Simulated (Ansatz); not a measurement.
AlN (P6_3mc), frozen normal mode

These are results of Ansatz 0.2.0, DFT PBE, scalar-relativistic, plane waves, PAW, not measurements. The runs took a 420 eV cutoff, a Γ-centred 12×12×6 mesh and Gaussian smearing (0.05 eV). No spin polarisation. Energies are free energies at this smearing, counted from the undisturbed cell; pressure is positive in compression.

Zero of the scan (as given, not relaxed at this level; it stands at 4.0 GPa):

```xyz
4
Lattice="3.1110 0.0000 0.0000 -1.5555 2.6942 0.0000 0.0000 0.0000 4.9780" Properties=species:S:1:pos:R:3 pbc="T T T"
Al    0.0000    1.7961    0.0000
Al    1.5555    0.8981    2.4890
N     0.0000    1.7961    1.9165
N     1.5555    0.8981    4.4055
```

A zone-centre mode of this cell is frozen in: each atom moves by x times its row below, so x is the largest displacement.
```
atom ux uy uz
 Al1  0.000  0.000  -0.519
 Al2  0.000  0.000  -0.519
  N3  0.000  0.000   1.000
  N4  0.000  0.000   1.000
```

| x (Å) | ΔE (meV/cell) |
| --- | --- |
| -0.2000 | 1804.3 |
| -0.1500 | 848.8 |
| -0.1000 | 303.5 |
| -0.0500 | 50.1 |
| 0.0000 | 0.0 |
| 0.0500 | 84.8 |
| 0.1000 | 250.6 |
| 0.1500 | 453.8 |
| 0.1750 | 558.2 |
| 0.2000 | 659.4 |

(1) Predict the gap on the mesh (eV) at each point.

## Answers

(1)
```tsv
x (Å)	gap on the mesh (eV)
-0.2000	3.94
-0.1500	4.05
-0.1000	4.19
-0.0500	4.32
0.0000	4.15
0.0500	3.91
0.1000	3.67
0.1500	3.42
0.1750	3.30
0.2000	3.18
```